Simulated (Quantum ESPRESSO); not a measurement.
## Calculated data, Mg3S2Cl2 (made-up cell, one site empty)

Calculation on a made-up crystal cell, not a measurement, run twice, once with a planted mistake found by running each candidate: periodic Kohn-Sham density functional theory in plane waves with PseudoDojo standard norm-conserving scalar-relativistic pseudopotentials, each functional with its own files (v0.5 for PBE, v0.4.1 for LDA and PBEsol), no spin polarisation, no spin-orbit coupling, atoms not relaxed, stress positive in tension, energies less a fixed whole-eV offset for each atom's element; levels are Kohn-Sham levels at fractions of this cell's reciprocal vectors, counted from the reference band (half the neutral cell's valence electrons, rounded up) at Gamma; error bars cover cutoff and k-mesh only, not smearing or the files; each bar is the largest change over components, and at least 0.002 eV, 0.002 eV per angstrom or 0.02 GPa; a charged cell sits in a uniform background, with energy and stress on this program's zero of potential; energies are for the whole cell, and the offsets were chosen from early runs and are not element reference energies; a distance is the largest change of any value in units of its error bar (the energy's for the smearing term), a scale change is of lengths, and a coarse mesh keeps the half-step shift. Program: Quantum ESPRESSO 7.5.

```yaml
- formula: Mg3S2Cl2
  kind: "made-up cell, one site empty"
  intended_structure:
    cell_angstrom:
      - [5.7258, 0.0157, -0.0171]
      - [0.0157, 5.8578, 0.0022]
      - [-0.0171, 0.0022, 5.7718]
    atoms_fractional:
      - [Mg, 0.01199, 0.00933, -0.00692]
      - [Mg, 0.01039, 0.49944, 0.51587]
      - [Mg, 0.49136, 0.00857, 0.50026]
      - [S, 0.25362, 0.24813, 0.24488]
      - [Cl, 0.26809, 0.75401, 0.74826]
      - [Cl, 0.75644, 0.2541, 0.74392]
      - [S, 0.75095, 0.73764, 0.25098]
  given:
    lattice_type: "zincblende/diamond"
    empty_site: 4
    intended_functional: pbe
    "intended_cutoff [eV]": 1143
    "intended_fermi_dirac_smearing [eV]": 0.025
    "intended_scf_tolerance [eV]": 1.0e-07
    intended_electrons_removed: 0
    "healthy_free_energy_less_offsets [eV]": 3.528
    healthy_scf_iterations: 9
    "healthy_smearing_term_minus_ts [eV]": 0.0
    "healthy_pressure [GPa]": -3.13
    "healthy_stress_xx [GPa]": 2.33
    "healthy_stress_yy [GPa]": 2.65
    "healthy_stress_zz [GPa]": 4.41
    "healthy_stress_yz [GPa]": 0.27
    "healthy_stress_xz [GPa]": -0.42
    "healthy_stress_xy [GPa]": -1.33
    healthy_reference_band: 28
    "faulty_free_energy_less_offsets [eV]": 3.504
    faulty_scf_iterations: 10
    "faulty_smearing_term_minus_ts [eV]": -0.113
    "faulty_pressure [GPa]": -3.04
    "faulty_stress_xx [GPa]": 2.29
    "faulty_stress_yy [GPa]": 2.6
    "faulty_stress_zz [GPa]": 4.23
    "faulty_stress_yz [GPa]": 0.26
    "faulty_stress_xz [GPa]": -0.42
    "faulty_stress_xy [GPa]": -1.3
    faulty_reference_band: 28
    candidate_k_points_along_each_vector: 2
    "candidate_cutoff [eV]": 679
    "candidate_smearing [eV]": 0.34
    candidate_functional: pbesol
    "candidate_scf_tolerance [eV]": 0.06
    candidate_electrons_removed: 1
    "candidate_scale_change [percent]": -1.57
    candidate_first_exchanged_site: 5
    candidate_second_exchanged_site: 7
    intended_k_mesh: "4 x 4 x 4, shifted by half a step"
    structure_shown: "as intended, without the mistake"
    atom_site: [1, 2, 3, 5, 6, 7, 8]
    "atom_energy_offset [eV]": [-1617, -1617, -1617, -302, -449, -449, -302]
    healthy_force_site: [1, 2, 3, 5, 6, 7, 8]
    "healthy_force_x [eV/angstrom]": [-0.377, -0.098, 0.521, -0.22, -0.234, 0.015, 0.394]
    "healthy_force_y [eV/angstrom]": [-0.478, 0.191, -0.343, 0.105, 0.056, -0.202, 0.672]
    "healthy_force_z [eV/angstrom]": [1.46, -1.638, -1.42, 0.578, 0.285, 0.241, 0.493]
    healthy_level_k_point: [Gamma, "(1/2,1/2,1/2)", "(0.15,0,0)", "(0,0.15,0)", "(0,0,0.15)"]
    "healthy_next_band_up [eV]": [1.548, 3.061, 1.805, 1.795, 1.869]
    faulty_force_site: [1, 2, 3, 5, 6, 7, 8]
    "faulty_force_x [eV/angstrom]": [-0.363, -0.083, 0.506, -0.226, -0.231, 0.002, 0.395]
    "faulty_force_y [eV/angstrom]": [-0.463, 0.175, -0.328, 0.1, 0.045, -0.201, 0.672]
    "faulty_force_z [eV/angstrom]": [1.408, -1.591, -1.373, 0.564, 0.277, 0.233, 0.483]
    faulty_level_k_point: [Gamma, "(1/2,1/2,1/2)", "(0.15,0,0)", "(0,0.15,0)", "(0,0,0.15)"]
    "faulty_next_band_up [eV]": [1.587, 3.105, 1.844, 1.834, 1.908]
    candidate_mistake: ["coarse kmesh", "low cutoff", "wide smearing", "wrong functional", "loose scf", "wrong charge", "cell scaled", "atoms exchanged"]
  results:
    fault_kind: "wide smearing"
    other_mistakes_compared: 7
    "distance_from_healthy [error bars]": 56.53
    "distance_from_nearest_other_mistake [error bars]": 56.53
    "healthy_error_bar_energy [eV]": 0.002
    "healthy_error_bar_stress [GPa]": 0.02
    "healthy_error_bar_force [eV/angstrom]": 0.005201
    "healthy_error_bar_next_band_up [eV]": 0.002
```
